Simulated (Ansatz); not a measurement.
**Zn (P6_3/mmc): several responses side by side**

The conventional cell has a = 2.637 Å, b = 2.637 Å, c = 4.661 Å, α = 90.00°, β = 90.00°, γ = 120.00°. Around Zn (atom 1) lie 12 Zn at 2.64 to 2.78 Å.

Ansatz runs use the cell relaxed by PAW under their functional.

Q: What do its conduction electrons give? (PBEsol, all-electron LAPW in Ansatz 0.2.0, scalar-relativistic; a = 2.637, c = 4.661 Å; k mesh 14×14×8, fine mesh 24×24×12, Fermi-Dirac smearing of 0.100 eV, basis error target 1 meV/atom)

A: Fermi-surface sums: N(E_F) = 0.20 states/eV/atom, ħω_p (r.m.s. of x, y, z) = 8.8 eV, Fermi speed = 1.34×10⁶ m/s.

Q: How does it vibrate? (PBEsol, all-electron LAPW in Ansatz 0.2.0, scalar-relativistic; a = 2.610, c = 4.797 Å; k mesh 16×16×8, Fermi-Dirac smearing of 0.050 eV, basis error target 1 meV/atom; q mesh 2×2×2)

A: Harmonic phonons by finite displacements (negative means unstable): highest mode = 224 cm⁻¹, lowest at M = 68.3 cm⁻¹, lowest at A = 61.8 cm⁻¹, lowest at L = 74.4 cm⁻¹, lowest optical at Γ = 77.3 cm⁻¹, highest at Γ = 153 cm⁻¹.

Q: How stiff is it? (r²SCAN, PAW on Ansatz 0.2.0's default frozen-core files (fitted under PBE), scalar-relativistic; a = 2.581, c = 5.103 Å; k mesh 20×20×10, strains of ±0.005, Fermi-Dirac smearing of 0.050 eV, cutoff 500 eV)

A: Elastic moduli (Hill averages, relaxed ions; θ_D from sound speeds over directions): B = 77.1 GPa, G = 58.8 GPa, C11 = 239 GPa, C33 = 75.1 GPa, C44 = 43.3 GPa, ν = 0.196, θ_D = 363 K.

Known limits: these sums move with the mesh, by several per cent and more for small sheets (Fermi surface); responses of metals move with mesh and smearing (phonons, moduli); frozen-core PAW files fitted under PBE, their cores solved anew for the functional of the run (moduli); elastic stability says nothing of phonons or of other phases (moduli).
